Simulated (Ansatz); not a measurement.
A distorted cell of BN (h-BN type, space group P6_3/mmc):

```
BN
1.0
    2.50580     0.00000     0.00000
   -1.25290     2.17009     0.00000
    0.00000     0.00000     6.61621
B N
2 2
Direct
  0.38920   0.66667   0.25000
  0.66667   0.33333   0.75000
  0.33333   0.66667   0.75000
  0.66667   0.33333   0.25000
```

Method: PBE-D3(BJ) (plane waves to 420 eV, PAW, scalar-relativistic; Ansatz, a program for electronic structure). k mesh 12×12×4 (Γ-centred), Fermi-Dirac smearing 0.05 eV. The energy includes the smearing's −TS. Compression counts positive. BN was relaxed with its symmetry unable to fall. The PAW data are Ansatz's earlier set.

### Question
What forces act on the atoms (eV/Å, Cartesian)?

### Answer
```json
[
 {"atom": "B1", "Fx": "-5.851", "Fy": "1.299", "Fz": "0.000"},
 {"atom": "B2", "Fx": "0.000", "Fy": "0.000", "Fz": "0.000"},
 {"atom": "N3", "Fx": "0.002", "Fy": "0.002", "Fz": "0.000"},
 {"atom": "N4", "Fx": "5.850", "Fy": "-1.301", "Fz": "0.000"}
]
```

### Question
Give the stress tensor in GPa and the pressure.

### Answer
```
   7.19    -8.56     0.00
  -8.56     4.21     0.00
   0.00     0.00    -0.04
```
The pressure, a third of the trace, is 3.79 GPa.

### Question
In it atom 1 sits (0.140, 0.000, 0.000) Å away from its relaxed site. What is its energy relative to the relaxed cell?

### Answer
406 meV/cell.

(A displaced cell: forces are minus the slopes of the energy, force constants its curvatures, and phonons follow from these.)
